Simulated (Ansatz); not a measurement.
## OsSe (zincblende structure)

Level of theory: DFT, PBE, scalar-relativistic, collinear spin; plane waves to 420 eV with PAW datasets (Ansatz 0.2.0), 10×10×10 k-mesh, Gaussian smearing of 0.05 eV; PAW files: Ansatz's generated set soft_2.

```
CELL_PARAMETERS angstrom
0.00000 2.75464 2.75464
2.75464 0.00000 2.75464
2.75464 2.75464 0.00000
ATOMIC_POSITIONS crystal
Os 0.00000 0.00000 0.00000
Se 0.25000 0.25000 0.25000
```

The structure was built from a prototype; whether the compound forms in it isn't claimed.

Magnetic state: non-magnetic, site spin moments none.

The cell is relaxed to zero pressure at this level.

The cell has space group F-43m (read at 0.01 Å). In it the stress is 0.07, 0.07, 0.07, 0.00, 0.00, 0.00 GPa and the largest force component 0.000 eV/Å. Each change below starts from this cell, without further relaxation. Stress is in GPa, positive in compression, in the order xx, yy, zz, yz, xz, xy; energies are counted from the cell above and are free energies with the smearing's entropy, which match forces and stress in a metal.

Q: One atom was moved along a Cartesian axis, and these forces appeared. Which atom, and about how far?
| atom | Fx (eV/Å) | Fy | Fz |
| --- | --- | --- | --- |
| Os1 | -1.190 | 0.000 | 0.000 |
| Se2 | 1.190 | 0.000 | 0.000 |

A: Atom 1 (Os) is moved by 0.08 Å along x; the energy changes by 47.9 meV per cell. Moving the other atom the opposite way is the same thing.

Q: What happens when atom 2 (Se) is moved by 0.20 Å along y?

A: The energy changes by 307.0 meV per cell, and the force on it along the shift is -3.091 eV/Å (−F/u = 15.45 eV/Å²). Stress: 4.37, 1.77, 4.37, 0.00, -12.21, 0.00.
```tsv
atom	Fx (eV/Å)	Fy	Fz
Os1	0.000	3.091	0.000
Se2	0.000	-3.091	0.000
```
In a harmonic crystal the energy would rise by −½F·u = ½ × 15.45 × 0.20² eV = 309.1 meV, which matches.

Q: What stress follows from an engineering strain of 3 % in yz, atoms carried along?

A: 0.38, 0.19, 0.19, -2.29, 0.00, 0.00 GPa; the energy changes by 8.7 meV per cell.
```
atom  Fx (eV/Å)     Fy     Fz
 Os1      0.449  0.000  0.000
 Se2     -0.449  0.000  0.000
```
The change of the stress over the strain gives a clamped-atom stiffness of about 76 GPa for this component.
In a harmonic crystal the energy would rise by V(½Cε² − σ₀ε), with σ₀ the stress of the unstrained cell, = 8.9 meV, which matches.

Q: What stress follows from an engineering strain of -2 % in zz, atoms carried along?

A: 2.98, 2.98, 3.21, 0.00, 0.00, 0.00 GPa; the energy changes by 8.3 meV per cell.
The change of the stress over the strain gives a clamped-atom stiffness of about 157 GPa for this component, a secant value that lies under the elastic constant in tension and over it in compression, by several per cent for each per cent of strain.
In a harmonic crystal the energy would rise by V(½Cε² − σ₀ε), with σ₀ the stress of the unstrained cell, = 8.6 meV, close to the run's value; the rest has the sign of the anharmonic part, which a secant stiffness overstates.

Q: All atoms and the cell are disturbed at random:
```xyz
2
Lattice="-0.0337 2.7642 2.7801 2.7365 0.0167 2.7297 2.7881 2.7654 -0.0349" Properties=species:S:1:pos:R:3 pbc="T T T"
Os    0.0095   -0.0154   -0.0088
Se    1.3632    1.4020    1.3775
```
Give the energy change, the stress and the forces.

A: 12.4 meV per cell; stress -2.16, -1.81, -2.14, 0.48, 0.55, -1.30 GPa.
```
atom  Fx (eV/Å)      Fy      Fz
 Os1     -0.179   0.039   0.328
 Se2      0.179  -0.039  -0.328
```

Q: All atoms and the cell are disturbed at random:
```xyz
2
Lattice="0.0797 2.7682 2.7130 2.8009 0.0285 2.7642 2.7965 2.8149 0.0330" Properties=species:S:1:pos:R:3 pbc="T T T"
Os   -0.0688   -0.0448    0.1636
Se    1.4881    1.4477    1.2139
```
Give the energy change, the stress and the forces.

A: 1151.9 meV per cell; stress 14.67, 16.74, 5.87, -13.90, -12.91, 24.40 GPa.
```
atom  Fx (eV/Å)      Fy      Fz
 Os1      4.046   4.144  -5.145
 Se2     -4.046  -4.144   5.145
```

These numbers lack spin–orbit coupling.
